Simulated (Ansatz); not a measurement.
## W: stationary points along a deformation path

Theory: DFT LDA, scalar-relativistic, plane waves, PAW (Ansatz 0.2.0). Cutoff 420 eV, Γ-centred 24×24×24 k-points, Gaussian smearing of 0.15 eV. Spin–orbit coupling is left out, which can shift energies with elements as heavy as these. No spin polarisation. Energies are free energies at this smearing, counted from the undisturbed cell; pressure is positive in compression.

Reference structure (as given, not relaxed at this level; it stands at -16.8 GPa):

```yaml
crystal:
  lattice:
    - [-1.59730, 1.59730, 1.59730]
    - [1.59730, -1.59730, 1.59730]
    - [1.59730, 1.59730, -1.59730]
  atoms:
    - { symbol: W, position: [0.00000, 0.00000, 0.00000] }
```

At fixed volume and fractional coordinates, lengths along (0.000, 0.000, 1.000) are scaled against those across it; ρ is that ratio over its starting value. V = 16.301 Å³/atom. Δσ is the stress along the axis less the mean stress across it (compression positive).

```
    ρ  ΔE (meV/atom)  Δσ (GPa) space group
0.707          645.8     42.91       I4/mmm
0.780          439.8     26.97       I4/mmm
0.850          255.2     37.73       I4/mmm
1.000            0.0      0.00        Im-3m
1.200          251.8    -29.59       I4/mmm
1.414          466.3     -0.05        Fm-3m
```

How does the stress give the slope of the energy, and where is the energy stationary?

Along the path d ln(length) is 2/3 d ln ρ on the axis and −1/3 d ln ρ across it, so dE/d ln ρ = −(2/3) V Δσ: the energy falls with ρ where Δσ is positive. Δσ vanishes or changes sign at ρ = 1.000 (Im-3m), a minimum at 0.0 meV/atom; at ρ = 1.414 (Fm-3m, an end of the scan), at 466.3 meV/atom. Pairs of stationary points between two samples would go unseen, and could change a minimum read from distant neighbours into a maximum. At ρ = 1.000, 1.414 the cell is cubic, where symmetry alone makes the stress isotropic and the slope zero.

In a metal these slopes depend on the k mesh and the smearing.